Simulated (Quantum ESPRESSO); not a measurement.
**Band energies of CdS at -1.5 % isotropic strain**

```
CdS
1.0
    0.00000     2.86872     2.86872
    2.86872     0.00000     2.86872
    2.86872     2.86872     0.00000
S Cd
1 1
Direct
  0.75000   0.75000   0.75000
  0.00000   0.00000   0.00000
```

PBEsol (pw.x of Quantum ESPRESSO, ONCV potentials, scalar-relativistic); path ΓXWKΓLUWLK,UX; energies in eV from the valence-band maximum.

```
k (1/Å)  point  band 9  band 10  band 11  band 12  band 13  band 14  band 15  band 16
-------  -----  ------  -------  -------  -------  -------  -------  -------  -------
0.00         Γ   -7.37    -7.37     0.00     0.00     0.00     1.10     6.40     6.40
0.55             -7.39    -7.31    -2.42    -1.14    -1.14     3.57     4.68     8.09
1.10         X   -7.26    -6.87    -4.23    -2.09    -2.09     3.31     4.29     9.26
1.64         W   -7.36    -6.64    -4.20    -2.55    -2.41     5.28     5.57     7.18
2.03         K   -7.31    -6.71    -4.24    -2.81    -1.70     4.08     5.47     8.42
2.35             -7.37    -6.99    -3.94    -2.47    -1.01     4.47     5.87     6.96
2.87             -7.38    -7.36    -1.49    -0.52    -0.13     2.41     5.96     6.69
3.19         Γ   -7.37    -7.37     0.00     0.00     0.00     1.10     6.40     6.40
3.40             -7.37    -7.37    -0.92    -0.11    -0.11     1.85     6.18     6.57
4.03             -7.33    -7.02    -4.63    -0.81    -0.81     2.95     6.90     6.90
4.14         L   -7.32    -6.94    -4.79    -0.84    -0.84     2.95     6.88     6.88
4.59             -7.33    -6.78    -4.38    -2.43    -1.37     4.28     5.70     7.77
4.81         U   -7.31    -6.71    -4.24    -2.81    -1.70     4.08     5.47     8.42
5.10             -7.35    -6.66    -4.21    -2.63    -2.26     5.08     5.53     7.34
5.20         W   -7.36    -6.64    -4.20    -2.55    -2.41     5.28     5.57     7.18
5.68             -7.33    -6.86    -4.59    -1.72    -1.13     3.92     5.91     7.26
5.97         L   -7.32    -6.94    -4.79    -0.84    -0.84     2.95     6.88     6.88
6.14             -7.32    -6.91    -4.72    -1.20    -0.93     3.34     6.37     7.09
6.56             -7.32    -6.72    -4.26    -2.79    -1.59     4.19     5.62     8.17
6.64         K   -7.31    -6.71    -4.24    -2.81    -1.70     4.08     5.47     8.42
6.64         U   -7.31    -6.71    -4.24    -2.81    -1.70     4.08     5.47     8.42
7.03         X   -7.26    -6.87    -4.23    -2.09    -2.09     3.31     4.29     9.26
```

The PBEsol gap is direct, 1.10 eV at Γ.

Spin-orbit splittings are left out.

Geometry strained from the cell relaxed with PBEsol, atoms relaxed again.
